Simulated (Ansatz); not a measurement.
Clean, relaxed (001) surface of Sc, space group P6_3/mmc (No. 194) (top face towards +c; atoms held fixed, by place in the list: 1, 2):

```
CELL_PARAMETERS angstrom
3.27692 0.00000 0.00000
-1.63846 2.83790 0.00000
0.00000 0.00000 27.16502
ATOMIC_POSITIONS crystal
Sc 0.66667 0.33333 0.31290
Sc 0.33333 0.66667 0.40645
Sc 0.66667 0.33333 0.50063
Sc 0.33333 0.66667 0.59474
Sc 0.66667 0.33333 0.68547
```

Level of theory: DFT PBEsol, scalar-relativistic, plane waves, PAW (Ansatz 0.2.0). Plane waves to 420 eV, a k mesh through Γ of 9×9×1 on the computed 5-atom cell and Gaussian smearing (0.10 eV); no spin polarisation. The cell repeats along c with a dipole correction in the vacuum.

CH is adsorbed on the top face, one adsorbate per 9.3 Å², and relaxed from 3 starting sites (fractions of a and b). E_ads counts from the clean slab and the free adsorbate (spin-polarised where it has unpaired electrons); negative means bound. Heights count from the highest slab atom after relaxation. Δφ is the top face's. Δp counts per cell along +c. Bonded neighbours lie within 1.25 times the sum of covalent radii (1.35 for H) and, on that scale, within 12 % of the closest. With the adsorbate the cell is lengthened along c to keep the vacuum.

| start | ends at | E_ads (eV) | height (Å) | shortest contact | Δφ (eV) | Δp (e·Å) | whole? |
| --- | --- | --- | --- | --- | --- | --- | --- |
| top (Sc) at (0.67, 0.33) | (0.67, 0.33), 1 bonded neighbour (Sc) | -4.09 | 2.04 | C–Sc 2.04 Å | +0.62 | -0.031 | yes |
| hollow (Sc-Sc-Sc) at (0.00, 0.00) | (0.00, 0.00), 3 bonded neighbours (Sc), largest slab move 0.7 Å | -6.33 | 0.91 | C–Sc 2.10 Å | +1.05 | -0.055 | yes |
| bridge (Sc-Sc) at (0.17, 0.83) | (0.33, 0.67), 3 bonded neighbours (Sc), largest slab move 0.6 Å | -6.38 | 0.90 | C–Sc 2.09 Å | +1.06 | -0.055 | yes |

Among the sites tried, the lowest end comes from the bridge (Sc-Sc) at (0.17, 0.83) start; other sites may lie lower.

Each end is the local minimum or symmetric point that its start leads to.

The adsorbed runs have no spin polarisation, so weakly bound open-shell ends lie too high.